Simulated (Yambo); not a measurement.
G0W0@PBEsol for NaLiCdS₂ (space group P3m1, No. 156) in Yambo (3×3×2 mesh, 8 Ry block, plasmon pole, screening fixed), without a terminator:

```
bands N in G  gap Γ → Γ (eV)  shift of the valence edge (eV)
------------  --------------  ------------------------------
73                     2.850                          -0.605
126                    2.893                          -0.846
197                    2.929                          -0.962
```

Task: Extrapolate both columns to infinite N with E(N) = E∞ + A/N, test the form, and compare with the terminator.

Result: From two points, E∞ = (N2 E2 − N1 E1)/(N2 − N1). The two largest N give 2.99 eV for the gap and -1.17 eV for the shift; the two smallest give 2.95 eV and -1.18 eV. For the gap the slopes A are -7.5 and -13 eV: the form isn't reached, and its limit is uncertain. For the shift the slopes A are 42 and 41 eV: the 1/N form holds. With the Bruneval-Gonze terminator and 197 bands the run gives 2.96 eV and -1.05 eV, 0.03 eV and 0.11 eV from the extrapolated values: the terminator too is an estimate of the remainder. Block, mesh and the bands in W are held fixed.

Spin-orbit coupling is not included.

Geometry of the Materials Project entry, not relaxed at this level; primitive cell a = b = 4.157 Å, c = 7.042 Å, α = β = 90.00°, γ = 120.00°.

The structure is a Materials Project entry; no match was found in the copy of COD used, and its stability was not checked.

A shift is the quasiparticle energy of the state minus its PBEsol energy.
